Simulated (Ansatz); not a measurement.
# Equation of state of TiRe from a dense series

```yaml
crystal:
  lattice:
    - [3.11800, 0.00000, 0.00000]
    - [0.00000, 3.11800, 0.00000]
    - [0.00000, 0.00000, 3.11800]
  atoms:
    - { symbol: Ti, position: [0.50000, 0.50000, 0.50000] }
    - { symbol: Re, position: [0.00000, 0.00000, 0.00000] }
```

Atom numbers follow the list: Ti1, Re2.

Conventional cell: a = 3.118 Å, b = 3.118 Å, c = 3.118 Å, α = 90.00°, β = 90.00°, γ = 90.00°. Ti (atom 1) is surrounded by 8 Re at 2.70 Å. Around Re (atom 2) lie 8 Ti at 2.70 Å.

The cell comes from COD entry 1523516, which wasn't checked; take it as a given geometry.

Spin polarisation is left out, and whether a magnetic state lies lower isn't shown here.

No spin–orbit coupling, which matters for the heavy atoms here.

These are results of Ansatz 0.2.0, DFT, PBEsol, all-electron LAPW, scalar-relativistic, not measurements.

Sampling and basis: a Γ-centred 13×13×13 k mesh, Fermi–Dirac smearing of 0.05 eV, basis error target 1 meV/atom, no spin polarisation.

The cell is scaled evenly. Fractional coordinates are held (clamped ions).

```csv
V (Å³/atom),P (GPa)
14.247,7.23
14.853,-3.29
15.005,-5.58
15.156,-7.75
15.308,-9.81
15.460,-11.77
15.763,-15.37
16.066,-18.62
```

(1) Fit a third-order Birch–Murnaghan curve to the pressures.

(2) Predict the pressure at the withheld volume, 14.550 Å³/atom.

Answers

(1) P = (3B0/2)(y^(7/2) − y^(5/2))[1 + (3/4)(B0′ − 4)(y − 1)] with y = (V0/V)^(2/3) fits within 0.01 GPa for V0 = 14.650 Å³/atom, B0 = 244.7 GPa and B0′ = 4.20.

(2) There y = 1.0045, so the fit gives 1.69 GPa; the run gave 1.69 GPa.
